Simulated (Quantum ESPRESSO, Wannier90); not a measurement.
## InBi (P4/nmm): Wannier90 run

```
InBi
1.0
    4.91082     0.00000     0.00000
    0.00000     4.91082     0.00000
    0.00000     0.00000     5.22228
In Bi
2 2
Cartesian
  2.45541   2.45541   0.00000
  0.00000   0.00000   0.00000
  2.45541   0.00000   1.88007
  0.00000   2.45541  -1.88007
```

Cell from Materials Project (mp-23313), symmetrised, no further relaxation. COD (Crystallography Open Database) has an entry of this formula and space group (matched by these alone). Computed values, not measurements, from LDA: Quantum ESPRESSO (norm-conserving PseudoDojo potentials, cutoff 56 Ry, no spin polarisation, no spin-orbit coupling) on a Γ-centred 6×6×6 mesh, then Wannier90. Density: 8×8×8 mesh, cold smearing 0.01 Ry. Spin-orbit coupling is left out although heavy elements are present.

Energies are relative to the Fermi level.

**Bands.** No gap over 0.05 eV opens at the Fermi level at this level of theory. 3 filled groups are cut off by gaps; the highest, bands 21–22, spans -11.96 to -9.79 eV and is Bi 6s 74 %, In 5p 17 %, In 5s 5 %.

**Model.** 16 functions (In sp, Bi sp) from bands 21-46, frozen to 1.50 eV, reach Ω_I = 30.70 Å² and follow pw.x to 4.0 meV rms (states up to 1.0 eV relative to the Fermi level).

**Frozen window.** Edge, Ω_I and misfit go -1.5 eV, 28.88 Å², 78 meV; 0.5 eV, 29.63 Å², 41 meV; 1.5 eV, 30.70 Å², 4.0 meV; 5.5 eV, 41.51 Å², 5.2 meV. Ω_I never falls as the edge rises, since each frozen state takes freedom from the choice of the smoothest subspace. The edges under the compared range leave its upper states unfrozen, and their misfit is the largest.

**No window.** Without a frozen window Ω_I drops to 28.51 Å² while the misfit grows to 113 meV: a small spread is no proof of good bands.

**Outer window.** The setting "only the lowest 18 of the kept bands" raises Ω_I to 41.66 Å², as fewer states are left to mix in, and the misfit goes to 5.3 meV.

**Stops.** With the frozen window to 6.33 eV the program stops (More states in the frozen window than target WFs). With the outer window to 6.14 eV the program stops (Energy window contains fewer states than number of target WFs).
